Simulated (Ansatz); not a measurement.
Here is the system:

ZrSe2:
```
ZrSe2
1.0
    3.80057     0.00000     0.00000
   -1.90029     3.29139     0.00000
    0.00000     0.00000     6.89048
Zr Se
1 2
Direct
  0.00000   0.00000   0.00000
  0.33333   0.66667   0.22956
  0.66667   0.33333   0.77044
```

This is the PBE-relaxed structure. Tensor components refer to the Cartesian frame of this cell.

All from DFT-PBE in the program Ansatz with PAW potentials, unless another level is named. Predict the hole effective mass, band 1 of 2 at the edge.

0.29 along x, 6.9 along z (mₑ).

Give the electron effective mass.

0.21, 1.1, 3.0 mₑ (principal values).

Predict the weight of the valence-edge state by species (Voronoi cells).

Se 94 %, Zr 6 %.

Space group P-3m1 (CdI2 type). The cell was relaxed with PBE under the symmetry of its start. The run is not spin-polarised. A crystal of weakly bound layers computed without a dispersion correction: the cell and the soft elastic constants depend strongly on that. Spin–orbit coupling is left out wherever it is not named.

Potentials: the later of the program's two PAW sets.

Edges and masses are those of Kohn–Sham bands, whose gap is no quasiparticle gap.
